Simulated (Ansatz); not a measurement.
WSi$_{2}$ (MoSi2 type, space group I4/mmm)

```xyz
3
Lattice="-1.6058 1.6058 3.9021 1.6058 -1.6058 3.9021 1.6058 1.6058 -3.9021" Properties=species:S:1:pos:R:3 pbc="T T T"
W      0.0000     0.0000     0.0000
Si     0.0000     0.0000     2.6133
Si     0.0000     0.0000     5.1908
```

Scan: atom 1 (W, nearest neighbour Si at 2.611 Å; its periodic images, 3.2 Å or more away, move with it) is displaced along Cartesian [110], direction (0.707, 0.707, 0.000) in Cartesian axes, by s. The other atoms stay.

The numbers are results of r2SCAN (plane waves to 500 eV, PAW, scalar-relativistic; Ansatz, a first-principles code), not measurements. k mesh 16×16×16 (Γ-centred), Fermi-Dirac smearing 0.05 eV. Energies are smeared free energies. Left out: 2 of 11 points, with atoms too close for the PAW data. With partly filled bands, energies and forces of such displacements shift with the k mesh and the smearing. Spin-orbit coupling is left out, though W is heavy. WSi2 is run without spin polarisation. WSi2 was relaxed with its symmetry unable to fall. The zero of ΔE is the undisplaced structure. The last digit holds for this mesh only.

| s (Å) | ΔE (meV/cell) |
|---|---|
| -0.624 | 3226.9 |
| -0.468 | 1567.6 |
| -0.312 | withheld |
| -0.156 | 140.0 |
| 0.000 | 0.0 |
| 0.156 | 140.0 |
| 0.312 | withheld |
| 0.468 | 1567.6 |
| 0.624 | 3226.9 |

**Question.** Fit an even polynomial form (powers 2, 4, 6) to the given rows and predict ΔE at s = -0.312.

**Answer.** Least squares on the 7 given rows: ΔE = (5569)·s² + (7600)·s⁴ + (-1587)·s⁶, in meV/cell with s in Å; root-mean-square residual 0.07 meV/cell. At -0.312 the fit gives 612.7 meV/cell; the calculation gives 612.7 meV/cell, the same to the digits shown. The quadratic term alone would give 542.1 meV/cell.

(A displaced cell: forces are minus the slopes of the energy, force constants its curvatures, and phonons follow from these.)
